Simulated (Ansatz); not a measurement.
Data:

La₂CuSi₃:
```cif
data_CuLa2Si3
_chemical_formula_sum 'La2 Si3 Cu1'
_space_group_name_H-M_alt 'P 1'
_space_group_IT_number 1
_cell_length_a 4.13173
_cell_length_b 4.13173
_cell_length_c 8.71813
_cell_angle_alpha 90.000
_cell_angle_beta 90.000
_cell_angle_gamma 120.000
loop_
_space_group_symop_operation_xyz
  'x, y, z'
loop_
_atom_site_label
_atom_site_type_symbol
_atom_site_fract_x
_atom_site_fract_y
_atom_site_fract_z
_atom_site_occupancy
La1 La 0.33333 0.66667 0.24674 1
La2 La 0.33333 0.66667 0.75326 1
Si1 Si 0.66667 0.33333 0.50000 1
Si2 Si 0.00000 0.00000 0.00000 1
Si3 Si 0.00000 0.00000 0.50000 1
Cu1 Cu 0.66667 0.33333 0.00000 1
```

This is the r²SCAN-relaxed structure.

Problem. All from plane-wave PAW r²SCAN (Ansatz code), unless another level is named. Predict the electronic character.

Solution. metallic (no gap).

Problem. And the formation energy from the elements (no fitted shifts)?

Solution. -0.71 eV/atom.

Problem. And the density of states at the Fermi level?

Solution. 0.50 states/eV per atom (mean over ±0.08 eV).

Space group P-6m2. The first step of the workflow began from a Materials Project structure, measured or hypothetical; the Crystallography Open Database copy checked does not list it. With Si and Cu taken as one species the cell has the higher symmetry P6/mmm, so it may be an ordered model of a mixed-site phase. Whether it is the stable phase at ambient conditions was not checked. Symmetry was held in the r²SCAN relaxation; its stability against distortions is not shown here. The run is not spin-polarised. The references are the lowest solids computed at this level, not always the standard phases. Scalar-relativistic: spin–orbit coupling is off unless named, which matters more the heavier the elements.

Potentials: the earlier of the program's two PAW sets.
